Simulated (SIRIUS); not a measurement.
A self-consistent single point of MoS₂ (R3m, 3 atoms in the cell; from Materials Project mp-1434, changed as shown) with SIRIUS.

Computed with LDA (PW92), FP-LAPW (LAPW with two local orbitals a valence shell; core below -3 Ha), all-electron full potential with ZORA scalar-relativistic valence and Dirac core run with SIRIUS.

The change in words: atom 1 moved by -0.08 angstrom along z. Reference geometry (R3m):
```yaml
crystal:
  lattice:
    - [1.55410, 0.89726, 6.32718]
    - [-1.55410, 0.89726, 6.32718]
    - [0.00000, -1.79452, 6.32718]
  atoms:
    - { symbol: Mo, position: [0.99978, 0.99978, 0.99978] }
    - { symbol: S, position: [0.41294, 0.41294, 0.41294] }
    - { symbol: S, position: [0.25330, 0.25330, 0.25330] }
```

Reference input (self-consistent single point, DFT, LDA (PW92), FP-LAPW (LAPW with two local orbitals a valence shell; core below -3 Ha), all-electron full potential with ZORA scalar-relativistic valence and Dirac core): parameters.ngridk = 6 6 6; basis = LAPW with two local orbitals a valence shell, core below -3 Ha; unit_cell.atom_type_rmt = {Mo: 2.29, S: 1.99} bohr; parameters.xc_functionals = [XC_LDA_X, XC_LDA_C_PW]; parameters.aw_cutoff = 7; parameters.pw_cutoff = 20 1/bohr; parameters.smearing = fermi_dirac; parameters.smearing_width = 0.000367493 Ha; parameters.electronic_structure_method = full_potential_lapwlo; parameters.lmax_apw = 8; parameters.lmax_rho = 8; parameters.lmax_pot = 8. This run's input differs from it in these lines:

```diff
@@ -53,3 +53,3 @@
       "Mo": [
-        [0.0, -1.8893e-06, 35.8620093071]
+        [0.0, -1.8813e-06, 35.7108176757]
       ],
```

The program printed (abridged):

```
[find] density tolerance         : 1e-06
[find] total energy tolerance    : 1e-07
[find] iter_solver_tol (initial) : 0.01
[find] iter_solver_tol (target)  : 1e-13
[find] num_dft_iter              : 100
Charges and magnetic moments
--------------------------------------------------------------------------------
atom      charge    core leakage
--------------------------------------------------------------------------------
   0   40.144314    0.000000e+00
   1   13.778073    0.000000e+00
   2   13.828453    0.000000e+00

total core leakage    : 0.00000000e+00
interstitial charge   : 6.249160
total charge          : 74.000000
   [... lines left out ...]
[find]    2   13.993340    2.935731e-04
[find] total core leakage    : 5.86887296e-04
[find] interstitial charge   : 6.389098
[find] total charge          : 73.999412
[find] Energy
[find] smearing (-TS)                 :      -0.00000000
[find] Total energy                   :   -4841.53711854 (Ha),   -9683.07423708 (Ry)
[find] Free energy (E-TS)             :   -4841.53711854 (Ha),   -9683.07423708 (Ry)
[find] band gap (eV)                  :       0.90917647
[find] Efermi                         :       0.30176432
[find] iteration : 15, RMS (target) : 9.6565e-07 (1.0000e-06) , energy difference (target) : -3.5134e-09 (1.0000e-07)
[find] converged after 16 SCF iterations!
Warning in function "check_num_electrons" at src/density/density.cpp:1179
wrong number of electrons
  obtained value : 73.9994
  target value : 74
  difference : 0.000588053
  total core leakage : 0.000586887
    atom class : 0, core leakage : 3.75286e-06
    atom class : 1, core leakage : 0.000289561
    atom class : 2, core leakage : 0.000293573
[find] Charges and magnetic moments
[find] atom      charge    core leakage
[find]    0   39.726408    3.752858e-06
[find]    1   13.890567    2.895614e-04
[find]    2   13.993340    2.935731e-04
[find] total core leakage    : 5.86887296e-04
[find] interstitial charge   : 6.389098
[find] total charge          : 73.999412
[find] Energy
[find] smearing (-TS)                 :      -0.00000000
   [... lines left out ...]
[find] Free energy (E-TS)             :   -4841.53711854 (Ha),   -9683.07423708 (Ry)
   [... lines left out ...]
[find] band gap (eV)                  :       0.90917647
[find] Efermi                         :       0.30176432
[ground_state] ==== total Forces in Ha/bohr =====
[ground_state] atom:    0, force:       0.0000000     -0.0000000      0.0549361
[ground_state] atom:    1, force:       0.0000000      0.0000000     -0.0048205
[ground_state] atom:    2, force:       0.0000000      0.0000000     -0.0501743
```

The run converged in 16 iterations. Against the reference run the free energy goes up by 37.9 meV/atom, the largest force goes from 1.037 to 2.825 eV/Å and the gap on the mesh goes from 1.064 to 0.909 eV.

Forces above 1 eV/Å remain at this geometry. The structure comes from a collection of computed structures, made at another level of theory; the collection holds predicted forms beside known ones. Its lattice was then scaled. Values depend on the basis (sphere radii, cutoffs, local orbitals), which need not be converged.

Cost on one core: around 60 core-seconds (rough).

The gap that the log prints is read on the run's mesh, which can miss the band edges or a crossing.
